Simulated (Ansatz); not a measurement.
**SrCa under strain**

The calculation used DFT r2SCAN, scalar-relativistic, plane waves, PAW in Ansatz. Settings: 500 eV cutoff, 12×12×6 k-mesh, Gaussian smearing of 0.10 eV, no spin polarisation.

Reference structure (relaxed):

```
CELL_PARAMETERS angstrom
4.12716 0.00000 0.00000
-2.06358 3.57423 0.00000
0.00000 0.00000 6.78335
ATOMIC_POSITIONS crystal
Sr 0.66667 0.33333 0.50000
Ca 0.00000 0.00000 0.00000
```

Deformation: uniaxial strain along c, with the lengths of a and b and the atoms relaxed and the angles held, all within the symmetry that the strain leaves. Energies are extrapolated to zero smearing. Stress is positive in compression, on the Cartesian axes of the cell above.

```tsv
strain (%)	ΔE (meV/atom)	a (Å)	b (Å)	c (Å)	σxx (GPa)	σyy (GPa)	σzz (GPa)
-6.0	18.9	4.190	4.190	6.376	0.01	0.01	1.67
-4.0	9.1	4.160	4.160	6.512	0.00	0.00	1.32
-2.0	?	?	?	6.648	?	?	?
+0.0	0.0	4.127	4.127	6.783	-0.02	-0.02	-0.04
+2.0	2.8	4.116	4.116	6.919	0.00	0.00	-0.78
+4.0	?	?	?	7.055	?	?	?
```

Fill in the row at -2.0 %.

ΔE 2.1 meV/atom; a 4.138 Å; b 4.138 Å; σxx 0.00 GPa; σyy 0.00 GPa; σzz 0.72 GPa.

Fill in the row at +4.0 %.

ΔE 10.1 meV/atom; a 4.109 Å; b 4.109 Å; σxx 0.00 GPa; σyy 0.00 GPa; σzz -1.43 GPa.